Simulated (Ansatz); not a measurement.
BaC$_{2}$: computed property card

BaC₂:
```
CELL_PARAMETERS angstrom
      2.59760     1.49973     2.46271
     -2.59760     1.49973     2.46271
      0.00000    -2.99945     2.46271
ATOMIC_POSITIONS crystal
  Ba 0.00000 0.00000 0.00000
  C  0.58485 0.58485 0.58485
  C  0.41515 0.41515 0.41515
```

Space group R-3m (No. 166); conventional cell a = 5.195 Å, b = 5.195 Å, c = 7.388 Å, α = 90.00°, β = 90.00°, γ = 120.00°.

Method: the program Ansatz at the HSE06 level (PAW). Geometry: relaxed at this level of theory. Other levels are named where they apply.

### Cell and energy

- Volume per atom = 19.19 Å³
- Density = 4.65 g/cm³

### Electronic structure

- Band gap = 2.61 eV (indirect)
- Valence-band maximum = at T
- Conduction-band minimum = at Γ
- Smallest direct gap on the standard path = 3.24 eV
- Gap with spin–orbit coupling = 2.61 eV (at the special points and the edges found without it)

### Mechanics

- Bulk modulus (Birch–Murnaghan fit): 48.4 GPa
- Pressure derivative B′: 4.4

The workflow started from a Materials Project entry (that database holds measured and hypothetical structures alike); the Crystallography Open Database copy checked does not list it. Whether it is the stable phase at ambient conditions was not checked. Symmetry was held in the HSE06 relaxation; its stability against distortions is not shown here. The hybrid was solved on a coarse mesh, the path and, where they were found, the r²SCAN edge points; its band edges are the extreme levels among these. Scalar-relativistic: spin–orbit coupling is off unless named, which matters more the heavier the elements.

Potentials: the later of the program's two PAW sets.
